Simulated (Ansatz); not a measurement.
SiO$_{2}$:
```cif
data_O4Si2
_chemical_formula_sum 'Si2 O4'
_space_group_name_H-M_alt 'P 1'
_space_group_IT_number 1
_cell_length_a 4.18519
_cell_length_b 4.18519
_cell_length_c 2.66884
_cell_angle_alpha 90.000
_cell_angle_beta 90.000
_cell_angle_gamma 90.000
loop_
_space_group_symop_operation_xyz
  'x, y, z'
loop_
_atom_site_label
_atom_site_type_symbol
_atom_site_fract_x
_atom_site_fract_y
_atom_site_fract_z
_atom_site_occupancy
Si1 Si 0.00000 0.00000 0.00000 1
Si2 Si 0.50000 0.50000 0.50000 1
O1 O 0.30610 0.30610 0.00000 1
O2 O 0.80610 0.19390 0.50000 1
O3 O 0.19390 0.80610 0.50000 1
O4 O 0.69390 0.69390 0.00000 1
```

Relaxed with r²SCAN.

Task: Which orbitals make up the states near the band edges in r²SCAN (plane waves, PAW; program Ansatz)?

Result: Top 1 eV of the valence band: O 2p 98 %. Bottom 1 eV of the conduction band: Si 3s 51 %, O 2s 35 %, O 2p 7 %. Projections are on Löwdin-orthogonalised atomic valence shells; empty p or d shells of many metals are not among them.

Task: Tabulate the density of states.

Result: States/eV per cell of 6 atoms, in 0.25 eV bins, energy from the valence-band maximum.

| E (eV) | total | O 2p | Si 3p | Si 3s |
|---|---|---|---|---|
| -7.85 | 2.33 | 1.72 | 0.43 | 0.08 |
| -7.60 | 1.80 | 1.34 | 0.30 | 0.07 |
| -7.35 | 1.69 | 1.27 | 0.27 | 0.07 |
| -7.10 | 1.81 | 1.37 | 0.29 | 0.07 |
| -6.85 | 1.99 | 1.51 | 0.32 | 0.07 |
| -6.60 | 2.45 | 1.89 | 0.40 | 0.07 |
| -6.35 | 2.81 | 2.18 | 0.44 | 0.07 |
| -6.10 | 2.72 | 2.13 | 0.39 | 0.07 |
| -5.85 | 2.66 | 2.12 | 0.36 | 0.06 |
| -5.60 | 2.50 | 2.03 | 0.31 | 0.05 |
| -5.35 | 2.53 | 2.08 | 0.32 | 0.04 |
| -5.10 | 2.39 | 1.98 | 0.28 | 0.03 |
| -4.85 | 2.26 | 1.92 | 0.23 | 0.02 |
| -4.60 | 2.55 | 2.20 | 0.23 | 0.02 |
| -4.35 | 3.22 | 2.82 | 0.25 | 0.02 |
| -4.10 | 2.85 | 2.55 | 0.18 | 0.02 |
| -3.85 | 3.56 | 3.25 | 0.15 | 0.02 |
| -3.60 | 4.47 | 4.16 | 0.14 | 0.01 |
| -3.35 | 4.03 | 3.80 | 0.08 | 0.01 |
| -3.10 | 2.37 | 2.25 | 0.04 | 0.01 |
| -2.85 | 2.17 | 2.05 | 0.04 | 0.01 |
| -2.60 | 2.64 | 2.50 | 0.05 | 0.01 |
| -2.35 | 3.59 | 3.43 | 0.04 | 0.02 |
| -2.10 | 3.37 | 3.23 | 0.04 | 0.01 |
| -1.85 | 3.56 | 3.46 | 0.02 | 0.01 |
| -1.60 | 4.28 | 4.17 | 0.02 | 0.01 |
| -1.35 | 3.23 | 3.14 | 0.02 | 0.00 |
| -1.10 | 2.50 | 2.44 | 0.02 | 0.00 |
| -0.85 | 1.09 | 1.06 | 0.01 | 0.00 |
| -0.60 | 0.64 | 0.62 | 0.01 | 0.00 |
| -0.35 | 0.37 | 0.36 | 0.00 | 0.00 |
| -0.10 | 0.12 | 0.12 | 0.00 | 0.00 |
| 0.15 | 0.00 | 0.00 | 0.00 | 0.00 |
| 0.40 | 0.00 | 0.00 | 0.00 | 0.00 |
| 0.65 | 0.00 | 0.00 | 0.00 | 0.00 |
| 0.90 | 0.00 | 0.00 | 0.00 | 0.00 |
| 1.15 | 0.00 | 0.00 | 0.00 | 0.00 |
| 1.40 | 0.00 | 0.00 | 0.00 | 0.00 |
| 1.65 | 0.00 | 0.00 | 0.00 | 0.00 |
| 1.90 | 0.00 | 0.00 | 0.00 | 0.00 |
| 2.15 | 0.00 | 0.00 | 0.00 | 0.00 |
| 2.40 | 0.00 | 0.00 | 0.00 | 0.00 |
| 2.65 | 0.00 | 0.00 | 0.00 | 0.00 |
| 2.90 | 0.00 | 0.00 | 0.00 | 0.00 |
| 3.15 | 0.00 | 0.00 | 0.00 | 0.00 |
| 3.40 | 0.00 | 0.00 | 0.00 | 0.00 |
| 3.65 | 0.00 | 0.00 | 0.00 | 0.00 |
| 3.90 | 0.00 | 0.00 | 0.00 | 0.00 |
| 4.15 | 0.00 | 0.00 | 0.00 | 0.00 |
| 4.40 | 0.00 | 0.00 | 0.00 | 0.00 |
| 4.65 | 0.00 | 0.00 | 0.00 | 0.00 |
| 4.90 | 0.00 | 0.00 | 0.00 | 0.00 |
| 5.15 | 0.00 | 0.00 | 0.00 | 0.00 |
| 5.40 | 0.00 | 0.00 | 0.00 | 0.00 |
| 5.65 | 0.00 | 0.00 | 0.00 | 0.00 |
| 5.90 | 0.00 | 0.00 | 0.00 | 0.00 |
| 6.15 | 0.00 | 0.00 | 0.00 | 0.00 |
| 6.40 | 0.00 | 0.00 | 0.00 | 0.00 |
| 6.65 | 0.02 | 0.00 | 0.00 | 0.01 |
| 6.90 | 0.07 | 0.00 | 0.00 | 0.04 |
| 7.15 | 0.11 | 0.01 | 0.00 | 0.06 |
| 7.40 | 0.16 | 0.01 | 0.01 | 0.08 |
| 7.65 | 0.22 | 0.02 | 0.01 | 0.11 |
| 7.90 | 0.37 | 0.05 | 0.02 | 0.17 |
| 8.15 | 0.56 | 0.08 | 0.03 | 0.25 |
| 8.40 | 1.11 | 0.17 | 0.09 | 0.51 |
| 8.65 | 1.74 | 0.28 | 0.14 | 0.80 |
| 8.90 | 2.18 | 0.38 | 0.19 | 1.01 |
| 9.15 | 2.39 | 0.44 | 0.23 | 1.12 |
| 9.40 | 1.89 | 0.36 | 0.21 | 0.85 |
| 9.65 | 1.83 | 0.30 | 0.41 | 0.66 |
| 9.90 | 1.54 | 0.23 | 0.46 | 0.46 |
| 10.15 | 1.49 | 0.20 | 0.56 | 0.36 |
| 10.40 | 1.47 | 0.21 | 0.59 | 0.32 |
| 10.65 | 1.28 | 0.18 | 0.57 | 0.24 |
| 10.90 | 1.24 | 0.17 | 0.59 | 0.20 |
| 11.15 | 1.59 | 0.18 | 0.83 | 0.18 |
| 11.40 | 1.92 | 0.19 | 1.05 | 0.15 |

Space group P4_2/mnm (rutile). This is a known high-pressure phase of the composition, computed here at zero pressure and temperature. The r²SCAN relaxation kept the symmetry of its start; of distortions, only those at the zone centre were tested.

Potentials: the later of the program's two PAW sets.
